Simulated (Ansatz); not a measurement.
VBiO4 in space group I4_1/a (No. 88; Bi on 4a, V on 4b, O on 16f) under volume change, PBEsol (plane waves, PAW; program Ansatz), shape and atoms relaxed at each volume.

| V (Å³/atom) | E − E(relaxed) (meV/atom) | P (GPa) |
|---|---|---|
| 11.450 | 51.6 | 15.87 |
| 11.827 | 21.7 | 9.74 |
| 12.205 | 5.1 | 4.47 |
| 12.582 | 0.0 | 0.00 |
| 12.960 | 4.6 | -3.77 |
| 13.337 | 17.3 | -6.92 |
| 13.715 | 36.7 | -9.48 |

**Question.** What does a third-order Birch–Murnaghan fit give for V₀, B₀ and B′?

**Answer.** V₀ = 12.58 Å³/atom, B₀ = 135 GPa, B′ = 4.6.

The cell was relaxed with PBEsol under the symmetry of its start. The workflow began spin-polarised and lost its moments. No Hubbard U is applied. Scalar-relativistic: spin–orbit coupling is off unless named, which matters more the heavier the elements.

Potentials: the later of the program's two PAW sets.
